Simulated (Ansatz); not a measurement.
CoC$_{6}$:
```
CoC6
1.0
    0.00000     3.73545    -2.16772
    0.00000     3.73545     2.16772
    3.52676     0.00000     0.00000
C Co
6 1
Direct
  0.00320   0.99680   0.00000
  0.00592   0.65792   0.00000
  0.34212   0.32647   0.00000
  0.34208   0.99408   0.00000
  0.67353   0.65788   0.00000
  0.67304   0.32696   0.00000
  0.27590   0.72410   0.50000
```
The run is spin-polarised; directions of the spins, atom by atom: 0 0 0 0 0 0 ↑.

Relaxed with r²SCAN.

**Question.** Map the electron localisation function on the plane through (0.003, 0.997, 0.000) spanned by u = [0, 0, 1] and v = [1, -1, 0] in lattice vectors, from plane-wave PAW r²SCAN (Ansatz code).

**Answer.** x is the fraction of u, y of v (the angle between them is 90°; rows are the nearest grid lines); atoms in the plane: C at (0.00, 0.00), C at (0.00, 0.67), Co at (0.50, 0.27).
```
y \ x   0.000  0.111  0.167  0.278  0.389  0.444  0.556  0.611  0.722  0.833  0.889   1.00
------  -----  -----  -----  -----  -----  -----  -----  -----  -----  -----  -----  -----
1.00    0.005  0.352  0.640  0.523  0.209  0.191  0.191  0.209  0.523  0.640  0.352  0.005
0.909   0.688  0.746  0.736  0.480  0.158  0.112  0.112  0.158  0.480  0.736  0.746  0.688
0.864   0.924  0.877  0.798  0.456  0.112  0.064  0.064  0.112  0.456  0.798  0.877  0.924
0.773   0.792  0.796  0.760  0.485  0.099  0.037  0.037  0.099  0.485  0.760  0.796  0.792
0.682   0.008  0.339  0.610  0.548  0.146  0.066  0.066  0.146  0.548  0.610  0.339  0.008
0.636   0.015  0.396  0.631  0.529  0.148  0.091  0.091  0.148  0.529  0.631  0.396  0.015
0.545   0.504  0.589  0.577  0.272  0.110  0.122  0.122  0.110  0.272  0.577  0.589  0.504
0.455   0.263  0.234  0.185  0.089  0.178  0.229  0.229  0.178  0.089  0.185  0.234  0.263
0.364   0.036  0.054  0.076  0.200  0.378  0.466  0.466  0.378  0.200  0.076  0.054  0.036
0.318   0.033  0.056  0.086  0.264  0.488  0.641  0.641  0.488  0.264  0.086  0.056  0.033
0.227   0.208  0.193  0.148  0.230  0.486  0.644  0.644  0.486  0.230  0.148  0.193  0.208
0.136   0.507  0.566  0.503  0.170  0.276  0.329  0.329  0.276  0.170  0.503  0.566  0.507
0.0909  0.331  0.587  0.651  0.263  0.210  0.248  0.248  0.210  0.263  0.651  0.587  0.331
0.000   0.005  0.352  0.640  0.523  0.209  0.191  0.191  0.209  0.523  0.640  0.352  0.005
```

The density is the valence pseudo-density with augmentation charge, so density and ELF within about 1 Å of a nucleus are not all-electron values.

Space group Amm2. The start of the workflow was typed in or built on a structure type; neither database checked (COD, Materials Project) lists it. Whether it is the stable phase at ambient conditions was not checked. The cell was relaxed with r²SCAN under the symmetry of its start; its stability against distortions is not shown here. Magnetic state: ferromagnetic, the only order run, not a proven ground state. The cell computed holds one magnetic atom, so no antiferromagnetic order was within reach. Its formation energy is positive at this level, so the cell may be metastable or incomplete. Other orbital occupations within this spin state were not tried.

Potentials: the earlier of the program's two PAW sets. The files were generated under PBE; for other functionals the program regenerates the frozen cores, and for LDA and PBEsol the local potential too.
